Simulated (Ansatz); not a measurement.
VPt₃:
```cif
data_Pt3V
_chemical_formula_sum 'V1 Pt3'
_space_group_name_H-M_alt 'P 1'
_space_group_IT_number 1
_cell_length_a 9.16862
_cell_length_b 9.16862
_cell_length_c 9.16862
_cell_angle_alpha 17.226
_cell_angle_beta 17.226
_cell_angle_gamma 17.226
loop_
_space_group_symop_operation_xyz
  'x, y, z'
loop_
_atom_site_label
_atom_site_type_symbol
_atom_site_fract_x
_atom_site_fract_y
_atom_site_fract_z
_atom_site_occupancy
V1 V 0.00000 0.00000 0.00000 1
Pt1 Pt 0.25617 0.25617 0.25617 1
Pt2 Pt 0.74383 0.74383 0.74383 1
Pt3 Pt 0.50000 0.50000 0.50000 1
```

Relaxed with r²SCAN.

Q: Tabulate the valence density and the electron localisation function along the shortest V–Pt contact (2.62 Å), the program Ansatz at the r²SCAN level (PAW).

A: 

| distance from V (Å) | density (e/Å³) | ELF |
|---|---|---|
| 0.26 | 12.67 | 0.74 |
| 0.39 | 8.83 | 0.76 |
| 0.52 | 5.19 | 0.72 |
| 0.66 | 2.56 | 0.56 |
| 0.79 | 1.12 | 0.31 |
| 0.92 | 0.55 | 0.14 |
| 1.05 | 0.38 | 0.14 |
| 1.18 | 0.36 | 0.26 |
| 1.31 | 0.41 | 0.38 |
| 1.44 | 0.54 | 0.40 |
| 1.57 | 0.77 | 0.39 |
| 1.71 | 1.28 | 0.42 |
| 1.84 | 2.39 | 0.49 |
| 1.97 | 4.22 | 0.58 |
| 2.10 | 6.51 | 0.64 |
| 2.23 | 8.77 | 0.67 |
| 2.36 | 10.55 | 0.68 |

The density is the valence pseudo-density with augmentation charge, so density and ELF within about 1 Å of a nucleus are not all-electron values.

Space group R-3m. The first step of the workflow began from a Materials Project structure, measured or hypothetical; the Crystallography Open Database copy checked does not list it. COD files the formula under space group No. 139, 221. Whether it is the stable phase at ambient conditions was not checked. The cell was relaxed with r²SCAN under the symmetry of its start; whether a distortion lowers the energy is not shown. No spin polarisation was allowed. Scalar-relativistic: spin–orbit coupling is off unless named, which matters more the heavier the elements.

Potentials: the later of the program's two PAW sets.
